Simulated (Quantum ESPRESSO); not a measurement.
# ScTiAl4RuRe: finding a planted mistake in a log

Simulated, not a measurement. The program is pw.x of Quantum ESPRESSO 7.5 (plane-wave density functional theory). The cell is made up: eight metal atoms on a face-centred cubic lattice, with elements, volume, strain and displacements drawn at random and not relaxed, so it may be unstable or far from any real phase. PseudoDojo standard norm-conserving files set the functional (PBE unless stated); there is no spin polarisation or spin-orbit coupling, the Fermi-Dirac width of 0.25 eV means electrons at about 2900 K, and the masses in the input are unused placeholders. Heavy elements are run without spin-orbit coupling, which real alloys of them have. A spin test at this wide smearing found no moment, but such smearing suppresses magnetism that the real alloy may have.

Intended input:

```
&control calculation='scf', pseudo_dir='./dojo.nc.sr.pbe.v0_5.standard.upf', outdir='./o', disk_io='minimal', tprnfor=.true., tstress=.true. /
&system ibrav=0, nat=8, ntyp=5, nbnd=46, ecutwfc=84.00895049, nosym=.true., tot_charge=0,
 occupations='smearing', smearing='fd', degauss=0.0183746611
/
&electrons conv_thr=1.470e-08, electron_maxstep=70, mixing_beta=0.5 /
ATOMIC_SPECIES
Al 1.0 Al.upf
Re 1.0 Re.upf
Ru 1.0 Ru.upf
Sc 1.0 Sc.upf
Ti 1.0 Ti.upf
CELL_PARAMETERS angstrom
2.0628 4.1933 2.1147
2.0676 -4.1771 2.0775
2.1126 -0.0291 -6.3358
ATOMIC_POSITIONS angstrom
Sc 0.0583 0.01 -0.0924
Ti 2.1656 -2.1394 0.0123
Al 2.0862 -0.0916 -2.1191
Ru 4.2441 -2.2338 -2.2378
Al 2.0482 -0.0273 1.9846
Al 2.1344 2.1585 0.0708
Re 4.0575 0.0339 0.012
Al 4.1056 2.1241 -2.0777
K_POINTS automatic
5 5 4 1 1 1
```

The log is shortened where brackets say so; the opening notice, blank lines, dates and the lines on written files are dropped, and the path of the files is cut. It prints rydbergs, bohrs and kilobars, and counts compression as positive stress. Its total energy is the free energy E - TS of the whole cell.

Log of the intended run:

```
     Program PWSCF v.7.5
     Parallel version (MPI & OpenMP), running on       4 processor cores
     Number of MPI processes:                 4
     Threads/MPI process:                     1
     [start-up lines left out]
     bravais-lattice index     =            0
     lattice parameter (alat)  =       9.6932  a.u.
     unit-cell volume          =     989.2194 (a.u.)^3
     number of atoms/cell      =            8
     number of atomic types    =            5
     number of electrons       =        66.00
     number of Kohn-Sham states=           46
     kinetic-energy cutoff     =      84.0090  Ry
     charge density cutoff     =     336.0358  Ry
     scf convergence threshold =      1.5E-08
     mixing beta               =       0.5000
     number of iterations used =            8  plain     mixing
     Exchange-correlation= PBE
                           (   1   4   3   4   0   0   0)
     [axes and pseudopotential details left out]
   Cartesian axes
     site n.     atom                  positions (alat units)
         1        Sc     tau(   1) = (   0.0113658   0.0019495  -0.0180138  )
         2        Ti     tau(   2) = (   0.4221927  -0.4170849   0.0023979  )
         3        Al     tau(   3) = (   0.4067133  -0.0178578  -0.4131273  )
         4        Ru     tau(   4) = (   0.8274048  -0.4354885  -0.4362684  )
         5        Al     tau(   5) = (   0.3993050  -0.0053222   0.3869060  )
         6        Al     tau(   6) = (   0.4161101   0.4208085   0.0138028  )
         7        Re     tau(   7) = (   0.7910264   0.0066089   0.0023394  )
         8        Al     tau(   8) = (   0.8004037   0.4141021  -0.4050562  )
     number of k points=    50  Fermi-Dirac smearing, width (Ry)=  0.0184
                       cart. coord. in units 2pi/alat
        k(    1) = (   0.2623130   0.0002115  -0.0137347), wk =   0.0400000
        k(    2) = (   0.4157967   0.0009716  -0.1649587), wk =   0.0400000
     [further k points left out]
     Dense  grid:   102889 G-vectors     FFT dimensions: (  60,  60,  75)
     Estimated max dynamical RAM per process >     285.56 MB
     Estimated total dynamical RAM >       1.04 GB
     Initial potential from superposition of free atoms
     starting charge      65.9849, renormalised to      66.0000
     Starting wfcs are   56 randomized atomic wfcs
     total cpu time spent up to now is        8.6 secs
     per-process dynamical memory:   211.7 Mb
     Self-consistent Calculation
     iteration #  1     ecut=    84.01 Ry     beta= 0.50
     Davidson diagonalization with overlap
     ethr =  1.00E-02,  avg # of iterations =  2.5
     total cpu time spent up to now is       25.0 secs
     total energy              =    -608.88124619 Ry
     estimated scf accuracy    <       1.61448302 Ry
     iteration #  2     ecut=    84.01 Ry     beta= 0.50
     Davidson diagonalization with overlap
     ethr =  2.45E-03,  avg # of iterations =  3.4
     total cpu time spent up to now is       44.3 secs
     total energy              =    -609.22568139 Ry
     estimated scf accuracy    <      12.66894823 Ry
     [iterations 3 to 16 left out]
     iteration # 17     ecut=    84.01 Ry     beta= 0.50
     Davidson diagonalization with overlap
     ethr =  2.32E-10,  avg # of iterations =  1.9
     total cpu time spent up to now is      317.9 secs
     total energy              =    -609.88051593 Ry
     estimated scf accuracy    <       0.00000002 Ry
     iteration # 18     ecut=    84.01 Ry     beta= 0.50
     Davidson diagonalization with overlap
     ethr =  2.93E-11,  avg # of iterations =  5.2
     total cpu time spent up to now is      340.6 secs
     End of self-consistent calculation
     [lines on levels left out]
!    total energy              =    -609.88051593 Ry
     estimated scf accuracy    <          9.0E-09 Ry
     smearing contrib. (-TS)   =      -0.11067668 Ry
     internal energy E=F+TS    =    -609.76983926 Ry
     The total energy is F=E-TS. E is the sum of the following terms:
     one-electron contribution =    -282.00804018 Ry
     hartree contribution      =     161.73931287 Ry
     xc contribution           =    -110.56731962 Ry
     ewald contribution        =    -378.93379233 Ry
     convergence has been achieved in  18 iterations
     Forces acting on atoms (cartesian axes, Ry/au):
     atom    1 type  4   force =    -0.03612396   -0.00491178    0.04828986
     atom    2 type  5   force =     0.01665010    0.01830654   -0.04390368
     atom    3 type  1   force =     0.03274990    0.01084713   -0.01459411
     atom    4 type  3   force =     0.00070287    0.00594131   -0.00314757
     atom    5 type  1   force =     0.00928777    0.00528529    0.01171225
     atom    6 type  1   force =    -0.00354762   -0.01817019   -0.02115482
     atom    7 type  2   force =    -0.00703025   -0.00669057    0.02511284
     atom    8 type  1   force =    -0.01268882   -0.01060772   -0.00231477
     Total force =     0.098464     Total SCF correction =     0.000071
     Computing stress (Cartesian axis) and pressure
          total   stress  (Ry/bohr**3)                   (kbar)     P=     -141.14
  -0.00112585   0.00000037  -0.00005692         -165.62        0.05       -8.37
   0.00000037  -0.00074566   0.00007571            0.05     -109.69       11.14
  -0.00005692   0.00007571  -0.00100678           -8.37       11.14     -148.10
     init_run     :      7.41s CPU      7.76s WALL (       1 calls)
     electrons    :    331.10s CPU    332.08s WALL (       1 calls)
     forces       :      3.09s CPU      3.09s WALL (       1 calls)
     stress       :     10.94s CPU     10.94s WALL (       1 calls)
     [timing details left out]
     PWSCF        :   5m53.39s CPU   5m54.77s WALL
     JOB DONE.
```

A second run was made from an input with one planted mistake. Its log:

```
     Program PWSCF v.7.5
     Parallel version (MPI & OpenMP), running on       4 processor cores
     Number of MPI processes:                 4
     Threads/MPI process:                     1
     [start-up lines left out]
     bravais-lattice index     =            0
     lattice parameter (alat)  =       9.6932  a.u.
     unit-cell volume          =     989.2194 (a.u.)^3
     number of atoms/cell      =            8
     number of atomic types    =            5
     number of electrons       =        66.00
     number of Kohn-Sham states=           46
     kinetic-energy cutoff     =      84.0090  Ry
     charge density cutoff     =     336.0358  Ry
     scf convergence threshold =      1.5E-08
     mixing beta               =       0.5000
     number of iterations used =            8  plain     mixing
     Exchange-correlation= PBE
                           (   1   4   3   4   0   0   0)
     [axes and pseudopotential details left out]
   Cartesian axes
     site n.     atom                  positions (alat units)
         1        Sc     tau(   1) = (   0.0113658   0.0019495  -0.0180138  )
         2        Ti     tau(   2) = (   0.4221927  -0.4170849   0.0023979  )
         3        Al     tau(   3) = (   0.4067133  -0.0178578  -0.4131273  )
         4        Ru     tau(   4) = (   0.8274048  -0.4354885  -0.4362684  )
         5        Al     tau(   5) = (   0.3993050  -0.0053222   0.3869060  )
         6        Al     tau(   6) = (   0.4161101   0.3993635   0.0138028  )
         7        Re     tau(   7) = (   0.7910264   0.0066089   0.0023394  )
         8        Al     tau(   8) = (   0.8004037   0.4141021  -0.4050562  )
     number of k points=    50  Fermi-Dirac smearing, width (Ry)=  0.0184
                       cart. coord. in units 2pi/alat
        k(    1) = (   0.2623130   0.0002115  -0.0137347), wk =   0.0400000
        k(    2) = (   0.4157967   0.0009716  -0.1649587), wk =   0.0400000
     [further k points left out]
     Dense  grid:   102889 G-vectors     FFT dimensions: (  60,  60,  75)
     Estimated max dynamical RAM per process >     285.56 MB
     Estimated total dynamical RAM >       1.04 GB
     Initial potential from superposition of free atoms
     starting charge      65.9849, renormalised to      66.0000
     Starting wfcs are   56 randomized atomic wfcs
     total cpu time spent up to now is        6.8 secs
     per-process dynamical memory:   211.7 Mb
     Self-consistent Calculation
     iteration #  1     ecut=    84.01 Ry     beta= 0.50
     Davidson diagonalization with overlap
     ethr =  1.00E-02,  avg # of iterations =  2.4
     total cpu time spent up to now is       17.3 secs
     total energy              =    -608.88329495 Ry
     estimated scf accuracy    <       1.61474345 Ry
     iteration #  2     ecut=    84.01 Ry     beta= 0.50
     Davidson diagonalization with overlap
     ethr =  2.45E-03,  avg # of iterations =  3.4
     total cpu time spent up to now is       30.4 secs
     total energy              =    -609.22476333 Ry
     estimated scf accuracy    <      12.68468789 Ry
     [iterations 3 to 15 left out]
     iteration # 16     ecut=    84.01 Ry     beta= 0.50
     Davidson diagonalization with overlap
     ethr =  4.55E-10,  avg # of iterations =  3.4
     total cpu time spent up to now is      198.2 secs
     total energy              =    -609.88202124 Ry
     estimated scf accuracy    <       0.00000005 Ry
     iteration # 17     ecut=    84.01 Ry     beta= 0.50
     Davidson diagonalization with overlap
     ethr =  7.44E-11,  avg # of iterations =  2.2
     total cpu time spent up to now is      207.9 secs
     End of self-consistent calculation
     [lines on levels left out]
!    total energy              =    -609.88202124 Ry
     estimated scf accuracy    <          6.0E-09 Ry
     smearing contrib. (-TS)   =      -0.11053572 Ry
     internal energy E=F+TS    =    -609.77148551 Ry
     The total energy is F=E-TS. E is the sum of the following terms:
     one-electron contribution =    -282.11307413 Ry
     hartree contribution      =     161.79229961 Ry
     xc contribution           =    -110.56923209 Ry
     ewald contribution        =    -378.88147891 Ry
     convergence has been achieved in  17 iterations
     Forces acting on atoms (cartesian axes, Ry/au):
     atom    1 type  4   force =    -0.04111493   -0.01533197    0.04125859
     atom    2 type  5   force =     0.01834697    0.01675972   -0.04191784
     atom    3 type  1   force =     0.02941998    0.00845250   -0.01572311
     atom    4 type  3   force =     0.00136633    0.00538011   -0.00337583
     atom    5 type  1   force =     0.01078371    0.00140206    0.01490784
     atom    6 type  1   force =    -0.00051295    0.00375949   -0.01779937
     atom    7 type  2   force =    -0.00594242   -0.00922597    0.02486900
     atom    8 type  1   force =    -0.01234670   -0.01119594   -0.00221929
     Total force =     0.094457     Total SCF correction =     0.000094
     Computing stress (Cartesian axis) and pressure
          total   stress  (Ry/bohr**3)                   (kbar)     P=     -140.86
  -0.00111439   0.00000608  -0.00005492         -163.93        0.89       -8.08
   0.00000608  -0.00074023   0.00004200            0.89     -108.89        6.18
  -0.00005492   0.00004200  -0.00101797           -8.08        6.18     -149.75
     init_run     :      5.43s CPU      5.64s WALL (       1 calls)
     electrons    :    200.43s CPU    201.15s WALL (       1 calls)
     forces       :      1.80s CPU      1.80s WALL (       1 calls)
     stress       :      6.94s CPU      6.95s WALL (       1 calls)
     [timing details left out]
     PWSCF        :   3m35.74s CPU   3m36.71s WALL
     JOB DONE.
```

Question: the log repeats what the program read. Compare it with the intended run: what was wrong in the second input?

Answer: one coordinate of one atom is wrong. The input lines that differ:

```
- Al 2.1344 2.1585 0.0708
+ Al 2.1344 2.0485 0.0708
```

|  | intended run | run with the mistake |
| --- | --- | --- |
| free energy (eV) | -8297.847 | -8297.868 |
| entropy term -TS, part of it (eV) | -1.506 | -1.504 |
| pressure (GPa) | -14.11 | -14.09 |
| size of the largest force component (eV/Å) | 1.242 | 1.078 |
| largest change of a force component (eV/Å) |  | 0.564 |
| iterations | 18 | 17 |

For scale, a rerun of the intended cell at a higher cutoff and on a denser mesh moved values by no more than 0.004 eV in energy, 0.02 GPa in stress and 0.004 eV/Å in force, and a second program with other atomic files agreed on that cell to 2 % rms in force and 0.5 GPa in pressure.